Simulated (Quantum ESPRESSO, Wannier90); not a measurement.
Tight-binding from DFT: AlP (zinc blende)

```xyz
2
Lattice="0.0000 2.7365 2.7365 2.7365 0.0000 2.7365 2.7365 2.7365 0.0000" Properties=species:S:1:pos:R:3 pbc="T T T"
Al     0.0000     0.0000     0.0000
P      1.3682     1.3682     1.3682
```

Structure: Materials Project mp-1550, symmetrised, not relaxed again. COD (Crystallography Open Database) has an entry of this formula and space group (matched by these alone). Level: PBEsol, no spin polarisation, no spin-orbit coupling; pw.x of Quantum ESPRESSO at 36 Ry with PseudoDojo potentials, 10×10×10 k-points, Wannier90. Density: 10×10×10 mesh, cold smearing 0.01 Ry.

Base run: 8 functions from bands 1-15 of the 15 computed, start hydrogen-like Al: s;p; P: s;p, frozen window up to 2.95 eV relative to the valence-band maximum, outer window open. One thing is changed at a time; window edges are relative to the valence-band maximum. The misfit compares interpolated bands with pw.x on a high-symmetry path, for states up to 2.4 eV relative to the valence-band maximum. Converged means that the tolerances were met: symmetric starts can stop on a saddle, which shows as a larger Ω_OD at equal Ω_I and can move the misfit too.

```
setting                   functions  frozen to (eV)  Ω_I (Å²)  Ω_D (Å²)  Ω_OD (Å²)  rms misfit (meV)  worst (meV)                               ended
------------------------  ---------  --------------  --------  --------  ---------  ----------------  -----------  ----------------------------------
base                              8            2.95     11.44      0.04       1.44                11           86                           converged
frozen window to 4.95 eV          8            4.95     16.63      0.28       7.50               4.3           18                           converged
frozen window to 3.95 eV          8            3.95     13.53      0.09       1.87               4.9           39                           converged
no frozen window                  8            none      9.30      0.00       0.72               728         3073                           converged
outer window to 12.91 eV          8            2.95     15.92      0.26       6.99               4.2           39                           converged
outer window to 9.91 eV           8            2.95         –         –          –                 –            –  stops: too few bands in the window
```

Runs of this sweep that didn't settle are not listed.
